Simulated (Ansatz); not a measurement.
**A run on RbBr₃ that went wrong**

Someone meant to compute RbBr₃ with PBE, plane waves and PAW in Ansatz and wrote this input.

```yaml
crystal:
  lattice:
    - [-2.2585671, 2.2585671, 6.43700423]
    - [2.2585671, -2.2585671, 6.43700423]
    - [2.2585671, 2.2585671, -6.43700423]
  atoms:
    - { symbol: Rb, position: [0.0, 0.0, 0.0] }
    - { symbol: Br, position: [0.75, 0.25, 0.5] }
    - { symbol: Br, position: [0.25, 0.75, 0.5] }
    - { symbol: Br, position: [0.5, 0.5, 0.0] }
basis:
  ecutwfc: 420
kpoints:
  mp_grid: { grid: [14, 14, 14] }
hamiltonian:
  xc: pbe
scf:
  occupations: { method: gaussian, width: 0.1 }
output:
  forces: true
  stress: true
  eigenvalues: true
magnetization:
  spin_orbit: true
```

The program printed:

```text
Error: inconsistent input (magnetization.spin_orbit, magnetization.noncollinear): true requires noncollinear: true — spin–orbit coupling acts on 2-spinor wavefunctions; set both flags
```

Question: Which fault does the input hold?
A. A smearing that washes the moments out
B. Starting moments far too small
C. A functional's name that the program doesn't know
D. Spin-orbit coupling without non-collinear spin
E. An SCF threshold too tight for the iterations allowed

Answer: D. The coupling acts on two-component spinors. The cure is the spin-orbit key removed, as no coupling was intended (to keep it, non-collinear spin must be switched on).

The change to the input:

```diff
-magnetization:
-  spin_orbit: true
```

Result of the mended run: a pressure of 0.69 GPa, no gap.